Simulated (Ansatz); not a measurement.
**Rutile alloy of SnO2 and TiO2 (3 of 24 Sn sites exchanged), 72 atoms**

Ansatz, PAW, plane waves. PBEsol relaxation of cell lengths and atoms (angles held) at the single k point (¼, ¼, ¼) without its symmetry partners; single points on the relaxed atoms at the single k point (¼, ¼, ¼) without its symmetry partners, onto which points of the small cell's zone fold. Arrangement: quasirandom. No spin–orbit coupling unless named.

Relaxed structure:

```
Sn Ti O
1.0
     9.49622    0.00000    0.00000
     0.00000    9.48861    0.00000
     0.00000    0.00000    9.54783
Sn Ti O
21 3 48
Cartesian
  9.4866 0.0256 9.5269
  0.0060 0.0092 3.1790
  9.4867 0.0257 6.3786
  0.0048 4.7088 9.5252
  9.4876 4.7366 3.1788
  0.0042 4.7091 6.3804
  4.7460 0.0287 9.5253
  4.7570 0.0001 3.1789
  4.7461 0.0282 6.3803
  4.7537 4.7036 0.0007
  4.7543 4.7032 6.3575
  2.3979 2.3921 1.5726
  2.3983 2.3926 4.7854
  2.3832 7.1060 1.5883
  2.3829 7.1050 4.7695
  2.3832 7.1056 7.9528
  7.1053 2.3870 1.5687
  7.1048 2.3867 4.7889
  7.1049 7.0949 1.5935
  7.1050 7.0953 4.7642
  7.1208 7.1117 7.9526
  4.7207 4.7549 3.1785
  2.3545 2.3495 7.9527
  7.1126 2.3802 7.9529
  1.4783 1.4881 9.4618
  1.4770 1.4613 3.1788
  1.4774 1.4891 6.4456
  1.4776 6.1616 0.0004
  1.4275 6.2077 3.1785
  1.4768 6.1619 6.3576
  6.2084 1.4922 9.4626
  6.2254 1.4274 3.1784
  6.2094 1.4908 6.4438
  6.1990 6.1659 9.5445
  6.1510 6.1521 3.1792
  6.1983 6.1670 6.3604
  3.2875 3.2677 9.4654
  3.3337 3.3431 3.1789
  3.2886 3.2667 6.4410
  3.3022 8.0362 9.5478
  3.2857 8.0548 3.1794
  3.3029 8.0350 6.3577
  8.0190 3.2650 9.4606
  8.0544 3.2758 3.1793
  8.0171 3.2668 6.4438
  8.0293 8.0407 0.0027
  8.0429 8.0267 3.1789
  8.0292 8.0408 6.3549
  0.9249 3.8090 1.5815
  0.9257 3.8095 4.7765
  0.9774 3.7775 7.9526
  0.9299 8.5862 1.5716
  0.9311 8.5870 4.7863
  0.9032 8.5500 7.9528
  5.6410 3.8290 1.6604
  5.6398 3.8281 4.6981
  5.7300 3.7836 7.9531
  5.6640 8.5722 1.5740
  5.6644 8.5728 4.7836
  5.6501 8.5552 7.9530
  3.8455 0.9492 1.5814
  3.8449 0.9493 4.7767
  3.7611 0.9485 7.9525
  3.8530 5.6246 1.6656
  3.8501 5.6204 4.6928
  3.8592 5.6665 7.9529
  8.5793 0.9479 1.5764
  8.5806 0.9493 4.7814
  8.5146 0.9554 7.9528
  8.5602 5.6321 1.5733
  8.5614 5.6331 4.7841
  8.6050 5.6799 7.9531
```

Q: What are the mean bond lengths by pair (pairs within 1.2 times the sum of covalent radii, less contacts 15 % beyond the pair's median; cation–cation pairs of compounds aside; long ionic contacts are cut short by that bound)?

A: O–Sn 2.067 ± 0.012 Å (standard deviation, 126 bonds); O–Ti 1.977 ± 0.020 Å (standard deviation, 18 bonds).

Q: What gap lies between the top filled and the lowest empty level in the single points?

A: HSE06 4.25 eV (29 s on NVIDIA GB300). Away from Γ this isn't the crystal's band gap.
